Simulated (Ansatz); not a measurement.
Si3N4 in space group I-43d (No. 220; N on 16c, Si on 12b), PBEsol in the plane-wave PAW code Ansatz: ε∞ = 4.75, cell volume 134.46 Å³. Infrared-active transverse modes:

```csv
ω_TO (cm⁻¹),oscillator strength S_xx (e²/amu)
272.7,0.01343
362.8,0.5875
825.4,5.771
879.9,0.08612
```

**Question.** Compute the static dielectric constant.

**Answer.** Each mode adds (4.921e7/V) S/ω²: 0.07, 1.63, 3.10, 0.04. So ε0 = 9.59.

The workflow started from an entry of the Crystallography Open Database (COD), which files this formula under 4 space groups. It is not the phase usual at ambient conditions (space group No. 176). The cell was relaxed with PBEsol under the symmetry of its start; phonons on a q-mesh show no instability.

Potentials: the earlier of the program's two PAW sets.
